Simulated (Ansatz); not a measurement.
Geometry optimisation in Ansatz: input, command and trajectory.

```yaml
crystal:
  lattice:
    - [4.7461043969, 0.0, 0.0]
    - [-2.3730521984, 4.1102469768, 0.0]
    - [0.0, 0.0, 2.7239522521]
  atoms:
    - { symbol: Ti, position: [0.6666666667, 0.3333333333, 0.5] }
    - { symbol: Ti, position: [0.3333333333, 0.6666666667, 0.5] }
    - { symbol: Ti, position: [0.0, 0.0, 0.0] }
    - { symbol: O, position: [0.6016596976, 0.6016596976, 0.0] }
    - { symbol: O, position: [0.3983403024, 0.0, 0.0] }
    - { symbol: O, position: [0.0, 0.3983403024, 0.0] }
basis:
  ecutwfc: 420
kpoints:
  mp_grid: { grid: [12, 12, 12] }
hamiltonian:
  xc: pbesol
scf:
  occupations: { method: gaussian, width: 0.1 }
output:
  forces: true
  stress: true
  eigenvalues: true
relax:
  adjacent_minimum: "off"
  f_tol: 0.01
  max_steps: 30
  cell: { stress_tol: 0.1, fix: [volume] }
```

```bash
ansatz run input.yaml --threads 1 --pin off --max-ram 2560MiB --backend cpu --events-out ev --progress --plain --runs-dir out
```

Method: Ansatz, DFT PBEsol, scalar-relativistic, plane waves, PAW.

The volume is held at 0.88 times that of the relaxed cell.

Of 4 frames 3 are shown, positions in Å and forces in eV/Å; the SCF threshold varies from step to step. Steps run on the plane waves of an earlier cell, with a Pulay correction in the pressure. The basis is chosen afresh for the last frame, the zero of the energies, and at times for earlier ones too; energy and pressure step there, also at an unchanged geometry.

```xyz
6
Lattice="4.7461 0.0000 0.0000 -2.3731 4.1102 0.0000 0.0000 0.0000 2.7240" Properties=species:S:1:pos:R:3:forces:R:3 pbc="T T T" step=1 free_energy_over_end_meV_per_atom=0.15 pressure_GPa=40.13
Ti    2.3731    1.3701    1.3620    0.0000    0.0000    0.0000
Ti    0.0000    2.7402    1.3620    0.0000    0.0000    0.0000
Ti    0.0000    0.0000    0.0000    0.0000    0.0000    0.0000
O     1.4278    2.4730    0.0000   -0.0506   -0.0877    0.0000
O     1.8906    0.0000    0.0000    0.1013    0.0000    0.0000
O    -0.9453    1.6373    0.0000   -0.0506    0.0877    0.0000
6
Lattice="4.7434 0.0000 0.0000 -2.3717 4.1079 0.0000 0.0000 0.0000 2.7271" Properties=species:S:1:pos:R:3:forces:R:3 pbc="T T T" step=2 free_energy_over_end_meV_per_atom=0.03 pressure_GPa=40.04
Ti    2.3717    1.3693    1.3635    0.0000    0.0000    0.0000
Ti    0.0000    2.7386    1.3635    0.0000    0.0000    0.0000
Ti    0.0000    0.0000    0.0000    0.0000    0.0000    0.0000
O     1.4254    2.4689    0.0000   -0.0266   -0.0460    0.0000
O     1.8925    0.0000    0.0000    0.0532    0.0000    0.0000
O    -0.9462    1.6389    0.0000   -0.0266    0.0460    0.0000
6
Lattice="4.7433 0.0000 0.0000 -2.3716 4.1078 0.0000 0.0000 0.0000 2.7272" Properties=species:S:1:pos:R:3:forces:R:3 pbc="T T T" step=4 free_energy_over_end_meV_per_atom=0.00 pressure_GPa=39.96
Ti    2.3716    1.3693    1.3636    0.0000    0.0000    0.0000
Ti    0.0000    2.7385    1.3636    0.0000    0.0000    0.0000
Ti    0.0000    0.0000    0.0000    0.0000    0.0000    0.0000
O     1.4240    2.4665    0.0000    0.0012    0.0021    0.0000
O     1.8952    0.0000    0.0000   -0.0024    0.0000    0.0000
O    -0.9476    1.6413    0.0000    0.0012   -0.0021    0.0000
```

Time: 75 s on 1 thread of Oxide Virtual Turin-like Processor (Zen 5), on a shared host, peak memory 0.51 GiB.

Spin polarisation was left out, and a magnetic state may lie lower.